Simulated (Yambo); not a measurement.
G0W0@PBEsol for a free-standing Li₂WS₄ monolayer (symmetry P-42m, slab cell 15.5 Å high) in Yambo. Reference settings: 2×2×1 Γ-centred k mesh, bands 4 to 153 and a 5 Ry block in the screening, 153 bands in G with the Bruneval-Gonze terminator, plasmon pole fitted at 27.2 eV, slab-truncated Coulomb interaction, stochastic integration of W near q = 0. The PBEsol gap X → Γ on this mesh is 2.31 eV; G0W0 gaps are taken between the same points.

With and without the terminator, as bands are cut:

```csv
bands in G (in W),"gap, terminator (eV)","gap, none (eV)","valence shift, terminator (eV)","valence shift, none (eV)"
61 (153),5.522,5.660,-0.980,-0.471
100 (153),5.536,5.697,-1.098,-0.773
153 (153),5.535,5.686,-1.155,-0.944
```

Over this range the gap spans 0.014 eV with the terminator and 0.037 eV without, the valence shift 0.175 eV and 0.473 eV. Neither column has reached its limit for certain.

Spin-orbit coupling is not included.

Geometry relaxed with PBEsol; primitive cell a = b = 5.975 Å, c = 15.500 Å, α = β = γ = 90.00°.

This is a model layer cut from the bulk structure; whether it is stable on its own was not checked.

A shift is the quasiparticle energy of the state minus its PBEsol energy.
